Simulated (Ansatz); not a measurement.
## Electric field gradients in Bi₂Se₃

Level of theory: DFT PBE, scalar-relativistic, plane waves, PAW in Ansatz. Plane waves to 420 eV; Γ-centred k mesh 6×6×6; fixed occupations. No spin polarisation.

The cell, relaxed at this level:
```
CELL_PARAMETERS angstrom
2.09366 1.20877 10.43403
-2.09366 1.20877 10.43403
0.00000 -2.41755 10.43403
ATOMIC_POSITIONS crystal
Bi 0.39559 0.39559 0.39559
Bi 0.60441 0.60441 0.60441
Se 0.00000 0.00000 0.00000
Se 0.22103 0.22103 0.22103
Se 0.77897 0.77897 0.77897
```

The crystal is built of layers and no dispersion correction was added, so the binding between them is poorly described, and with it their spacing and whatever depends on it. Spin–orbit coupling is left out, which matters for gradients at heavy nuclei.

Give V_zz (10²¹ V/m²) and the asymmetry η at each distinct site.

## Answers

```json
{"atom": "Bi (atom 1)", "V_zz": "0.458", "η": "0.00"}
{"atom": "Se (atom 3)", "V_zz": "7.65", "η": "0.00"}
{"atom": "Se (atom 4)", "V_zz": "-3.07", "η": "0.00"}
```

Cost: 1 run of about 0.27 core-minutes, on Arm Neoverse V1 (shared hosts).